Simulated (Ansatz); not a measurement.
Relaxed-ion elastic tensor of Ge$_{3}$N$_{4}$ in space group Fd-3m (No. 227; Ge on 16c, Ge on 8b, N on 32e) in GPa (Voigt order), PBEsol in the plane-wave PAW code Ansatz; density 6.52 g/cm³, 9.96 Å³ per atom.

|  | 1 | 2 | 3 | 4 | 5 | 6 |
|---|---|---|---|---|---|---|
| 1 | 378 | 161 | 161 | 0.0 | 0.0 | 0.0 |
| 2 | 161 | 378 | 161 | 0.0 | 0.0 | 0.0 |
| 3 | 161 | 161 | 378 | 0.0 | 0.0 | 0.0 |
| 4 | 0.0 | 0.0 | 0.0 | 224 | 0.0 | 0.0 |
| 5 | 0.0 | 0.0 | 0.0 | 0.0 | 224 | 0.0 |
| 6 | 0.0 | 0.0 | 0.0 | 0.0 | 0.0 | 224 |

**Question.** Is the crystal mechanically stable?

**Answer.** Yes: the smallest eigenvalue of C is 217 GPa.

**Question.** Work out the Voigt, Reuss and Hill averages.

**Answer.** K_V = 233, K_R = 233, K_H = 233; G_V = 177, G_R = 157, G_H = 167 GPa.

**Question.** Give Young's modulus, Poisson's ratio, Pugh's ratio and the universal anisotropy index.

**Answer.** E = 9KG/(3K + G) = 405 GPa; ν = 0.21; K/G = 1.40 (brittle by the Pugh limit of 1.75); A_U = 5G_V/G_R + K_V/K_R − 6 = 0.66.

**Question.** Estimate the sound speeds and the Debye temperature.

**Answer.** v_l = √((K + 4G/3)/ρ) = 8360 m/s, v_t = √(G/ρ) = 5060 m/s, mean 5600 m/s; Θ = (h/k)(3n/4πV)^(1/3) v_m = 774 K.

**Question.** Give the Zener ratio and Young's modulus along [100], [110] and [111].

**Answer.** A = 2C44/(C11 − C12) = 2.06; 1/E = S11 − 2(S11 − S12 − S44/2)Γ with Γ = 0, 1/4, 1/3 gives 282, 423, 508 GPa.

**Question.** Solve the Christoffel equation for the three sound speeds along [100], [110], [111].

**Answer.** Eigenvalues of C_ijkl n_j n_l equal ρv². In km/s, slowest first: [100] 5.85, 5.85, 7.61; [110] 4.08, 5.85, 8.69; [111] 4.74, 4.74, 9.02.

The PBEsol relaxation kept the symmetry of its start.

Potentials: the later of the program's two PAW sets.
